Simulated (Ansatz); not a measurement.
Input file for Ansatz (an electronic-structure program):

Ansatz 0.2 input:
```yaml
crystal:
  lattice:
    - [2.8648478811, 0.0, 0.0]
    - [-1.4324239405, 2.481031043, 0.0]
    - [0.0, 0.0, 4.5304336021]
  atoms:
    - { symbol: Ti, position: [0.3333333333, 0.6666666667, 0.25] }
    - { symbol: Ti, position: [0.6666666667, 0.3333333333, 0.75] }
kpoints:
  mp_grid: { grid: [34, 34, 19] }
hamiltonian:
  xc: lda
  pseudopotentials: { azcp: { folder: ./paw }, kind: paw }
scf:
  occupations: { method: fermi_dirac, width: 0.1 }
elastic: { mode: relaxed_ion, stencil: two_point, amplitude: 0.005, f_tol: 0.0005 }
```

Output (shortened):

```
Pseudopotential: Ti, paw, valence charge 12
Functional definition: SPW92
Crystal: 2 atoms, lattice volume = 32.201 Å³
Basis set: ecut = 420 eV, 615 PW (Γ)
Bands: 16, of which v1, the nominal top of the filled ones, is band 12 counted from 1 (11 counted from 0)
Symmetry: 24 space group operations
Space group: P63/mmc (ITA 194), of the structure as read, at distance tolerance 3.2e-5 Å
k-points: 1140 of 21964
automatic band count: the SCF goes on with 20 bands, as 16 were too few: the levels above may hold too much charge
SCF 1 converged in 9 iterations: F = -4900.652152 eV  dr2 = 1.82e-15
Crystal: 2 atoms, lattice volume = 32.040 Å³
Bands: 20, of which v1, the nominal top of the filled ones, is band 12 counted from 1 (11 counted from 0)
Symmetry: 8 space group operations
k-points: 3070 of 21964
SCF 2 converged in 8 iterations: F = -4900.651551 eV  dr2 = 5.57e-14
relax step   1: F+E_penalty+E_count = -4900.65155128 eV  Δ(F+E_penalty+E_count) = +0.000e0 eV  max|allowed force component| = 1.277e-2 eV/Å  Δτ_max = 0.0000 Å  (8 SCF iters, accepted)
Crystal: 2 atoms, lattice volume = 32.040 Å³
SCF 3 converged in 6 iterations: F = -4900.651614 eV  dr2 = 7.36e-14
relax step   2: F+E_penalty+E_count = -4900.65161431 eV  Δ(F+E_penalty+E_count) = -6.303e-5 eV  max|allowed force component| = 6.592e-3 eV/Å  Δτ_max = 0.0033 Å  (6 SCF iters, accepted)
Crystal: 2 atoms, lattice volume = 32.040 Å³
SCF 4 converged in 7 iterations: F = -4900.651637 eV  dr2 = 1.64e-15
relax step   3: F+E_penalty+E_count = -4900.65163701 eV  Δ(F+E_penalty+E_count) = -2.269e-5 eV  max|allowed force component| = 4.299e-4 eV/Å  Δτ_max = 0.0032 Å  (7 SCF iters, accepted)
Crystal: 2 atoms, lattice volume = 32.040 Å³
SCF 5 converged in 6 iterations: F = -4900.651637 eV  dr2 = 0.0
Crystal: 2 atoms, lattice volume = 32.362 Å³
Basis set: ecut = 420 eV, 623 PW (Γ)
SCF 6 converged in 8 iterations: F = -4900.651737 eV  dr2 = 5.15e-14
relax step   1: F+E_penalty+E_count = -4900.65173677 eV  Δ(F+E_penalty+E_count) = +0.000e0 eV  max|allowed force component| = 1.310e-2 eV/Å  Δτ_max = 0.0000 Å  (8 SCF iters, accepted)
Crystal: 2 atoms, lattice volume = 32.362 Å³
SCF 7 converged in 7 iterations: F = -4900.651820 eV  dr2 = 2.29e-15
relax step   2: F+E_penalty+E_count = -4900.65182044 eV  Δ(F+E_penalty+E_count) = -8.367e-5 eV  max|allowed force component| = 8.955e-4 eV/Å  Δτ_max = 0.0069 Å  (7 SCF iters, accepted)
Crystal: 2 atoms, lattice volume = 32.362 Å³
SCF 8 converged in 9 iterations: F = -4900.651821 eV  dr2 = 0.0
relax step   3: F+E_penalty+E_count = -4900.65182083 eV  Δ(F+E_penalty+E_count) = -3.948e-7 eV  max|allowed force component| = 2.957e-6 eV/Å  Δτ_max = 0.0004 Å  (9 SCF iters, accepted)
Crystal: 2 atoms, lattice volume = 32.362 Å³
SCF 9 converged in 6 iterations: F = -4900.651821 eV  dr2 = 0.0
Crystal: 2 atoms, lattice volume = 32.040 Å³
SCF 10 converged in 7 iterations: F = -4900.651350 eV  dr2 = 1.15e-15
Crystal: 2 atoms, lattice volume = 32.362 Å³
Basis set: ecut = 420 eV, 627 PW (Γ)
SCF 11 converged in 5 iterations: F = -4900.651924 eV  dr2 = 3.86e-14
Crystal: 2 atoms, lattice volume = 32.201 Å³
Basis set: ecut = 420 eV, 621 PW (Γ)
Symmetry: 4 space group operations
k-points: 5662 of 21964
SCF 12 converged in 9 iterations: F = -4900.652068 eV  dr2 = 2.67e-15
relax step   1: F+E_penalty+E_count = -4900.65206817 eV  Δ(F+E_penalty+E_count) = +0.000e0 eV  max|allowed force component| = 1.774e-5 eV/Å  Δτ_max = 0.0000 Å  (9 SCF iters, accepted)
Crystal: 2 atoms, lattice volume = 32.201 Å³
SCF 13 converged in 6 iterations: F = -4900.652068 eV  dr2 = 0.0
Crystal: 2 atoms, lattice volume = 32.201 Å³
SCF 14 converged in 9 iterations: F = -4900.652068 eV  dr2 = 2.66e-15
relax step   1: F+E_penalty+E_count = -4900.65206817 eV  Δ(F+E_penalty+E_count) = +0.000e0 eV  max|allowed force component| = 1.774e-5 eV/Å  Δτ_max = 0.0000 Å  (9 SCF iters, accepted)
Crystal: 2 atoms, lattice volume = 32.201 Å³
SCF 15 converged in 6 iterations: F = -4900.652068 eV  dr2 = 0.0
SCF converged after 9 iterations
Free energy (F): -4900.652152 eV
Harris-Foulkes:  -4900.652152 eV  (|F-HF|=1.82e-12)
Internal energy: -4900.579074 eV  (E = F + TS)
E sigma→0 (E₀):  -4900.615613 eV
Entropy (-TS):   -0.073078 eV (-36.539 meV/atom)
Fermi energy:    14.170516 eV
--- Per-component energies (eV) ---
  E_band       = -287.894745
  E_kinetic    = 565.867113
  E_local      = -1671.138544  (includes V_loc(G=0)·N_el)
  E_nonlocal   = 130.266524
  E_hartree    = 664.805058
  E_xc         = -231.239483
  E_vxc        = -291.366644  (∫ρ·V_xc dr)
  E_paw        = -1988.479376  (= ΣΔE_a)
  E_vpaw       = -351.133155  (= ΣTr[D̂ρ^β])
  E_aug_tail   = -0.000153  (compensation charges beyond the density's cutoff)
  E_ewald      = -2371.312115
  E_core_change = 0.651901  (= ΣΔE_core)
  E_smearing   = -0.073078  (= −TS)
  E_closure    = 0.000000  (closes the sum)
  Σ components = -4900.652152   (vs F -4900.652152, Δ=0.00e0)
--- Forces (eV/Å), atoms counted from 1 ---
  atom   1  Ti     0.00000000     0.00000000     0.00000000
  atom   2  Ti     0.00000000     0.00000000     0.00000000
  max |Σ_I F_I| component: 1.11e-16 eV/Å
--- Stress (GPa, compression-positive) ---
        0.087177       0.000000       0.000000
        0.000000       0.087177       0.000000
        0.000000       0.000000       0.281040
  P = ⅓ Tr σ = 0.1518 GPa (1.518 kbar)
--- Band table (eV; the first three rows and the last of 1140) ---
  k-point 0: bands = ["-41.9225", "-41.7251", "-18.9350", "-18.1116", "-18.1116", "-17.9993", "-17.9802", "-17.9802", "7.9325", "11.3337", "14.9783", "14.9783", "15.1412", "15.3031", "15.5402", "15.5402", "15.9152", "15.9152", "17.6394", "17.6394"]
  k-point 1: bands = ["-41.9212", "-41.7265", "-18.9289", "-18.1108", "-18.1108", "-18.0060", "-17.9811", "-17.9811", "7.9578", "11.3272", "14.9633", "14.9633", "15.1266", "15.2520", "15.5251", "15.5251", "15.9474", "15.9474", "17.6421", "17.6421"]
  k-point 2: bands = ["-41.9173", "-41.7306", "-18.9108", "-18.1081", "-18.1081", "-18.0259", "-17.9838", "-17.9838", "8.0333", "11.3052", "14.9251", "14.9251", "15.0838", "15.1107", "15.4816", "15.4816", "16.0365", "16.0365", "17.6481", "17.6481"]
  k-point 1139: bands = ["-41.7088", "-41.7082", "-18.7032", "-18.7019", "-18.4793", "-18.4542", "-18.1337", "-18.1318", "12.7723", "12.8123", "13.0594", "13.0706", "14.0384", "14.0509", "15.9226", "16.0513", "17.6615", "17.6793", "21.5258", "21.5656"]
--- Elastic constants: 3 strain directions × 2 members + reference (group order 24) ---
  dense FFT box of the reference and of every strained cell: 20×20×32
  strains applied: 11, 33, 23; error gains …
  C = ∂σ_k/∂η_j (tension-positive GPa; Voigt order 11 22 33 23 13 12):
       168.427    114.704     92.613      0.000      0.000      0.000
       114.704    168.427     92.613      0.000      0.000      0.000
        92.836     92.836    205.103      0.000      0.000      0.000
         0.000      0.000      0.000     33.360      0.000      0.000
         0.000      0.000      0.000      0.000     33.360      0.000
         0.000      0.000      0.000      0.000      0.000     26.862
  reference stress σ⁰ (GPa):     -0.087     -0.087     -0.281      0.000      0.000      0.000
  moduli (Voigt/Reuss/Hill, GPa): K = 126.92/126.77/126.84   G = 34.84/32.67/33.75   E = 93.01   ν = 0.378
  mechanically stable: yes (min eigenvalue of sym C = 26.86 GPa)
  strain η (Voigt 11):  stress-route row diagonal C_11 = 168.43 GPa, energy-path curvature d²(F+E_count+ΔE)/dδ²/Ω₀ = 168.43 GPa
         δ    σ_11 (GPa)             F (eV)   n_scf  n_hpsi   n_pw
    -5.000e-3      -0.9425       -4900.6516370       6  708695    648   relax 3 steps, max|allowed force component| 4.30e-4 eV/Å
     5.000e-3       0.7418       -4900.6518208       6  708863    653   relax 3 steps, max|allowed force component| 2.96e-6 eV/Å
  strain η (Voigt 33):  stress-route row diagonal C_33 = 205.10 GPa, energy-path curvature d²(F+E_count+ΔE)/dδ²/Ω₀ = 205.11 GPa
         δ    σ_33 (GPa)             F (eV)   n_scf  n_hpsi   n_pw
    -5.000e-3      -1.3195       -4900.6513502       7  339487    648   relax 0 steps, max|allowed force component| 1.48e-16 eV/Å
     5.000e-3       0.7315       -4900.6519236       5  260543    656   relax 0 steps, max|allowed force component| 2.13e-16 eV/Å
  strain η (Voigt 23):  stress-route row diagonal C_44 = 33.36 GPa, energy-path curvature d²(F+E_count+ΔE)/dδ²/Ω₀ = 33.46 GPa
         δ    σ_23 (GPa)             F (eV)   n_scf  n_hpsi   n_pw
    -5.000e-3      -0.1668       -4900.6520682       6  1307161    652   relax 1 steps, max|allowed force component| 1.77e-5 eV/Å
     5.000e-3       0.1668       -4900.6520682       6  1306948    652   relax 1 steps, max|allowed force component| 1.77e-5 eV/Å
```

Cost: very roughly 29 core-minutes on shared cores.

Space group P6_3/mmc (hcp (Mg type)). The cell was relaxed with LDA under the symmetry of its start. No spin polarisation was allowed. As this level gives no gap, shear constants depend on the k-mesh and smearing (Fermi–Dirac, 0.1 eV here). Axis ratios of metals converge slowly with the k-mesh, so a and c are less sure than the volume.

Potentials: the earlier of the program's two PAW sets. The files were generated under PBE; for other functionals the program regenerates the frozen cores, and for LDA and PBEsol the local potential too.

Ansatz is a plane-wave DFT program.
